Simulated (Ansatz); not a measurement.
Cu$_{5}$Sb$_{2}$: reading a single point

```
Cu Sb
1.0
     0.00000    0.00000    5.69677
     6.20098    0.00000    0.00000
     3.10049    6.00542   -2.84839
Cu Sb
10 4
Direct
  0.40900 0.92600 0.81800
  0.59100 0.07400 0.18200
  0.09100 0.74400 0.18200
  0.90900 0.25600 0.81800
  0.51400 0.73600 0.52800
  0.98600 0.26400 0.47200
  0.48600 0.26400 0.47200
  0.01400 0.73600 0.52800
  0.25000 0.50000 0.00000
  0.75000 0.50000 0.00000
  0.11800 0.12000 0.23600
  0.88200 0.88000 0.76400
  0.38200 0.35600 0.76400
  0.61800 0.64400 0.23600
```

Method: PBEsol, no spin polarisation; PAW, plane waves to 420 eV, 6×6×6 Γ-centred mesh, fermi-dirac occupations (width 0.1 eV) (Ansatz 0.2.0), atoms fixed.

Task: Describe some of the short contacts.

Result: Cu–Sb at 2.52 Å: least valence density 0.41 e/Å³ and ELF 0.38 there. Cu–Cu at 2.72 Å: least valence density 0.22 e/Å³ and ELF 0.24 there. These are pseudo-fields; inside the PAW spheres they differ from the all-electron ones.

Task: Is the cell too large or too small?

Result: The pressure is 2.2 GPa (compression positive), so with the atoms held at these fractions the cell would first expand; the forces are large, so a full relaxation may end otherwise. The principal stresses 0.9, 2.0, 3.7 GPa differ, so its shape would change too.

Task: What is the formation energy?

Result: 0.17 eV an atom against the elements' usual phases (free molecules for gases, crystals otherwise, with no correction for O₂ or N₂), so at this geometry it isn't bound against them. Relaxing would lower it.

Task: Give the Bader charges.

Result: Bader charges in e: Cu -0.02 to +0.06, Sb -0.05. In the mean Cu gives up most and Sb takes most.

Task: Which atom feels the largest force, and which way?

Result: The largest is on Cu1 (and as large on other atoms): 0.81 eV/Å, components (-0.60, -0.55, 0.00). It makes 130° with the line to a nearest neighbour, Sb13 at 2.52 Å.

Task: Metal or insulator?

Result: It is a metal, with about 3.4 states/eV a cell as the mean within 0.25 eV of the Fermi level, mostly Sb p (44 %), Cu d (27 %) and Cu s (15 %).

Origin: a known structure type with other elements, at an estimated volume, so it need not be a known compound.
